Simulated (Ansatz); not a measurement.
In CeO₂ (fluorite type) the Ce atom of the primitive cell, with all its periodic images, is moved by 0.06 Å along [111].

```
CELL_PARAMETERS angstrom
0.00000 2.73000 2.73000
2.73000 0.00000 2.73000
2.73000 2.73000 0.00000
ATOMIC_POSITIONS crystal
Ce 0.00634 0.00634 0.00634
O 0.25000 0.25000 0.25000
O 0.75000 0.75000 0.75000
```

Computed with HSE06, plane waves, all-electron PAW datasets generated for the crystal, Dirac's equation for the inner shells Ce 4p, Ce 4d and those below them, point nucleus in Ansatz 0.2.0 development build.

Cutoff 400 eV; exchange singularity: regularized; k-mesh 4×4×4 Γ-centred; Fermi–Dirac smearing of 0.05 eV; no spin polarisation; no spin–orbit coupling.

Task: What force results?

Result: The force on it along the displacement is -0.3201 eV/Å, a force constant of 5.33 eV/Å². The cell stands under a pressure of -6.6 GPa, which shifts the constant from its value at the relaxed volume.

| atom | Fx (eV/Å) | Fy (eV/Å) | Fz (eV/Å) |
| --- | --- | --- | --- |
| Ce1 | -0.1848 | -0.1848 | -0.1848 |
| O2 | 0.1002 | 0.1002 | 0.1002 |
| O3 | 0.0847 | 0.0847 | 0.0847 |
